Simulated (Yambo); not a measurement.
Data:

```
CELL_PARAMETERS angstrom
     -2.42972     2.42972     5.88296
      2.42972    -2.42972     5.88296
      2.42972     2.42972    -5.88296
ATOMIC_POSITIONS crystal
  I  0.65082 0.65082 0.00000
  I  0.34918 0.34918 0.00000
  Hg 0.88769 0.88769 0.00000
  Hg 0.11231 0.11231 0.00000
```

Workflow: norm-conserving PBEsol (Quantum ESPRESSO, 70 Ry, no spin-orbit coupling), then G0W0 in Yambo (4×4×4 Γ-centred k mesh, bands 9 to 163 and a 6 Ry block in the screening, 163 bands in G with the Bruneval-Gonze terminator, plasmon pole fitted at 27.2 eV).

Problem. Give the PBEsol and G0W0 gaps between the band edges found on this mesh, and say where the edges lie.

Solution. Edges: N → P. PBEsol: 1.28 eV; G0W0: 2.14 eV. The mesh misses an edge: along a dense path the PBEsol gap is 1.13 eV. Convergence of the G0W0 settings was not tested. Spin-orbit coupling is left out, which matters for elements this heavy: edges can move by tenths of an eV.

Geometry relaxed with PBE+D3(BJ).
